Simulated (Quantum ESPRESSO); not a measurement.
# Kohn-Sham bands of SnI₄ (P-43m)

```yaml
crystal:
  lattice:
    - [6.36360, 0.00000, 0.00000]
    - [0.00000, 6.36360, 0.00000]
    - [0.00000, 0.00000, 6.36360]
  atoms:
    - { symbol: Sn, position: [0.00000, 0.00000, 0.00000] }
    - { symbol: I, position: [0.24378, 0.75622, 0.75622] }
    - { symbol: I, position: [0.75622, 0.75622, 0.24378] }
    - { symbol: I, position: [0.75622, 0.24378, 0.75622] }
    - { symbol: I, position: [0.24378, 0.24378, 0.24378] }
```

Structure: Materials Project mp-571436, symmetrised, not relaxed again. COD (Crystallography Open Database) has the formula in 2 space groups, this one among them (matched by group alone). Computed values, not measurements, from PBEsol: Quantum ESPRESSO (norm-conserving PseudoDojo potentials, cutoff 58 Ry, no spin polarisation, no spin-orbit coupling) on a Γ-centred 4×4×4 mesh, then Wannier90. Density: 6×6×6 mesh, cold smearing 0.01 Ry. Spin-orbit coupling is left out although heavy elements are present.

List the Kohn-Sham levels between −8 and 4.2 eV relative to the valence-band maximum at the high-symmetry points, as a band run of pw.x on that density gives them (levels within 2 meV counted together).


```csv
point,k (reciprocal lattice),levels (eV)
Γ,0.000 0.000 0.000,"-6.37, -2.42 (×3), -1.60 (×2), -0.46 (×3), -0.05 (×3), 1.27, 3.98 (×3)"
X,0.000 0.500 0.000,"-6.24, -2.72, -2.45 (×2), -1.22, -1.03, -0.97, -0.97, -0.42 (×2), -0.23 (×2), 2.14, 3.91"
M,0.500 0.500 0.000,"-6.24, -2.90, -2.48 (×2), -1.23 (×2), -0.99, -0.76, -0.37 (×2), -0.19, 0.00, 2.13, 4.10"
R,0.500 0.500 0.500,"-6.37, -2.78 (×3), -1.02 (×3), -0.15 (×2), -0.03 (×3), 1.23"
```
